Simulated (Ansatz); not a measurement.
# SiO2: gradients before and after relaxing the atoms

Start: a COD entry.

```cif
data_SiO2
_symmetry_space_group_name_H-M 'P4_12_12'
_symmetry_Int_Tables_number 92
_cell_length_a 4.9717
_cell_length_b 4.9717
_cell_length_c 6.9223
_cell_angle_alpha 90.000
_cell_angle_beta 90.000
_cell_angle_gamma 90.000
loop_
_atom_site_label
_atom_site_type_symbol
_atom_site_symmetry_multiplicity
_atom_site_Wyckoff_symbol
_atom_site_fract_x
_atom_site_fract_y
_atom_site_fract_z
Si Si 4 a 0.3003 0.3003 0.0000
O O 8 b 0.2392 0.1044 0.1787
```

One atom of each set is listed.

Level of theory: DFT, PBE, plane waves and PAW, scalar-relativistic, 420 eV cutoff, Γ-centred 5×5×4 k-points, Fermi–Dirac smearing 0.02 eV (Ansatz 0.2.0).

The largest force at the start is 0.47 eV/Å. Relaxing the ions at fixed cell moves them by 0.078 Å at most (atom 10, O) and 0.067 Å rms.

| site | moved (Å) | first shell before | first shell after | V_zz before (10²¹ V/m²) | η before |
| --- | --- | --- | --- | --- | --- |
| Si | 0.036 | 4 O at 1.60 Å | 4 O at 1.62–1.63 Å | -0.37 | 0.96 |
| O | 0.078 | 2 Si at 1.60 Å, angle 146° | 2 Si at 1.62–1.63 Å, angle 143° | 9.08 | 0.14 |

**Question.** How do the gradients change?

**Answer.** 

```
site  V_zz after  η after  change of V_zz
  Si       -0.38     0.81           -0.01
   O        9.44     0.20           +0.36
```

The largest change of V_zz is on O, from 9.08 to 9.44. In per cent, |V_zz| changes by +4 on O (all sites that start above 0.5). Where |V_zz| stays above 0.1, η moves most on Si, from 0.96 to 0.81.
